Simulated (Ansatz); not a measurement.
AsRu:
```yaml
crystal:
  lattice:
    - [3.05747, 0.00000, 0.00000]
    - [0.00000, 3.05747, 0.00000]
    - [0.00000, 0.00000, 3.05747]
  atoms:
    - { symbol: Ru, position: [0.00000, 0.00000, 0.00000] }
    - { symbol: As, position: [0.50000, 0.50000, 0.50000] }
```

Relaxed with r²SCAN. Special points in fractions of this cell's reciprocal vectors: Γ (0.000, 0.000, 0.000); X (0.000, 0.500, 0.000); M (0.500, 0.500, 0.000); R (0.500, 0.500, 0.500).

Q: List the band energies nearest the Fermi level at these points for DFT-r²SCAN with spin–orbit coupling in the program Ansatz with PAW potentials.

A: In eV from the Fermi level; about four levels below and three above (degenerate sets whole), none deeper than 8.9 eV; points with the same levels are listed once.

| k | below | above |
|---|---|---|
| Γ | -1.09 -1.09 -0.18 -0.18 | 0.31 0.31 0.31 0.31 |
| X | -3.83 -3.83 -1.05 -1.05 | 0.32 0.32 5.45 5.45 |
| M | -2.43 -2.43 0.00 0.00 | 0.29 0.29 2.77 2.77 |
| R | -7.63 -7.63 -7.63 -7.63 | 0.18 0.18 0.18 0.18 |

Space group Pm-3m (CsCl type). The cell is a constructed one: a structure type filled with these elements; neither database checked (COD, Materials Project) lists it. Whether it is the stable phase at ambient conditions was not checked. Symmetry was held in the r²SCAN relaxation; its stability against distortions is not shown here. The run is not spin-polarised.

Potentials: the earlier of the program's two PAW sets.
